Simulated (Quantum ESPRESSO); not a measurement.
## Band energies of LuTlSe₂

```xyz
4
Lattice="2.0225 1.1677 7.6887 -2.0225 1.1677 7.6887 0.0000 -2.3354 7.6887" Properties=species:S:1:pos:R:3 pbc="T T T"
Se     0.0000     0.0000    16.9418
Se     0.0000     0.0000     6.1244
Lu     0.0000     0.0000     0.0000
Tl     0.0000     0.0000    11.5331
```

norm-conserving PBEsol (Quantum ESPRESSO, 100 Ry, without SOC); path ΓLB1,BZΓX,QFP1Z,LP; energies in eV from the valence-band maximum.

| k (1/Å) | point | band 31 | band 32 | band 33 | band 34 | band 35 | band 36 | band 37 | band 38 |
|---|---|---|---|---|---|---|---|---|---|
| 0.00 | Γ | -2.64 | -2.64 | -2.24 | -1.09 | -1.09 | 2.20 | 2.23 | 2.23 |
| 0.23 |  | -3.02 | -2.62 | -1.78 | -1.32 | -1.31 | 1.98 | 2.54 | 2.60 |
| 0.45 |  | -3.79 | -2.60 | -1.91 | -1.68 | -1.58 | 1.55 | 2.41 | 2.91 |
| 0.68 |  | -3.73 | -2.87 | -2.68 | -1.88 | -1.35 | 1.25 | 1.87 | 2.70 |
| 0.91 | L | -3.62 | -3.26 | -2.74 | -1.92 | -1.22 | 1.07 | 1.50 | 2.37 |
| 1.25 |  | -3.63 | -3.22 | -2.91 | -2.80 | -1.90 | 1.47 | 2.09 | 2.67 |
| 1.47 | B1 | -3.86 | -3.35 | -2.80 | -2.64 | -2.23 | 1.35 | 1.79 | 3.01 |
| 1.47 | B | -3.86 | -3.35 | -2.80 | -2.64 | -2.23 | 1.35 | 1.79 | 3.01 |
| 1.58 |  | -3.53 | -3.34 | -2.77 | -2.49 | -2.25 | 1.38 | 1.60 | 2.92 |
| 1.80 |  | -3.20 | -2.90 | -2.81 | -2.50 | -1.84 | 1.86 | 1.87 | 2.65 |
| 2.13 |  | -2.69 | -2.69 | -2.49 | -1.65 | -0.74 | 2.20 | 2.25 | 2.74 |
| 2.35 |  | -2.69 | -2.68 | -1.29 | -1.08 | -0.10 | 1.87 | 2.19 | 2.32 |
| 2.46 | Z | -2.69 | -2.69 | -1.00 | -1.00 | 0.00 | 1.64 | 2.20 | 2.20 |
| 2.60 |  | -2.68 | -2.68 | -1.02 | -1.02 | -0.51 | 1.86 | 2.21 | 2.21 |
| 2.87 | Γ | -2.64 | -2.64 | -2.24 | -1.09 | -1.09 | 2.20 | 2.23 | 2.23 |
| 3.16 |  | -3.32 | -2.60 | -1.66 | -1.44 | -1.42 | 2.21 | 2.22 | 2.56 |
| 3.35 |  | -3.83 | -2.67 | -2.01 | -1.70 | -1.63 | 2.07 | 2.12 | 2.32 |
| 3.54 |  | -3.98 | -3.16 | -2.48 | -2.18 | -1.81 | 1.76 | 2.31 | 2.41 |
| 3.74 |  | -3.99 | -3.60 | -2.87 | -2.55 | -2.02 | 1.55 | 2.41 | 2.53 |
| 3.93 | X | -4.00 | -3.22 | -3.01 | -2.50 | -2.29 | 1.39 | 1.83 | 3.01 |
| 3.93 | Q | -4.00 | -3.22 | -3.01 | -2.50 | -2.29 | 1.39 | 1.83 | 3.01 |
| 4.18 |  | -3.77 | -3.17 | -2.61 | -2.43 | -2.37 | 1.13 | 1.70 | 2.76 |
| 4.42 | F | -3.49 | -2.83 | -2.59 | -2.55 | -2.17 | 0.88 | 1.07 | 3.70 |
| 4.42 | P1 | -3.52 | -2.86 | -2.60 | -2.32 | -2.11 | 0.94 | 1.17 | 3.22 |
| 4.51 |  | -3.15 | -2.75 | -2.60 | -2.56 | -2.12 | 0.94 | 1.27 | 3.22 |
| 4.76 |  | -3.31 | -2.72 | -2.53 | -1.89 | -1.67 | 1.38 | 2.17 | 3.03 |
| 4.94 |  | -2.72 | -2.68 | -2.60 | -1.53 | -0.87 | 1.70 | 2.74 | 2.86 |
| 5.11 |  | -2.70 | -2.66 | -1.63 | -1.17 | -0.24 | 1.92 | 2.42 | 2.44 |
| 5.28 | Z | -2.69 | -2.69 | -1.00 | -1.00 | 0.00 | 1.64 | 2.20 | 2.20 |
| 5.28 | L | -3.62 | -3.26 | -2.74 | -1.92 | -1.22 | 1.07 | 1.50 | 2.37 |
| 5.55 | P | -3.52 | -2.86 | -2.60 | -2.32 | -2.11 | 0.94 | 1.17 | 3.22 |

The PBEsol gap is indirect, 0.88 eV, from Z to F; the smallest direct gap is 1.64 eV.

Spin-orbit coupling is left out; with 6p states at a band edge it can lower the gap by many tenths of an eV, most of a small gap. The 4f states are in the valence at their DFT position.

Geometry relaxed with PBE+D3(BJ).

The structure is a Materials Project entry; no match was found in the copy of COD used, and its stability was not checked.
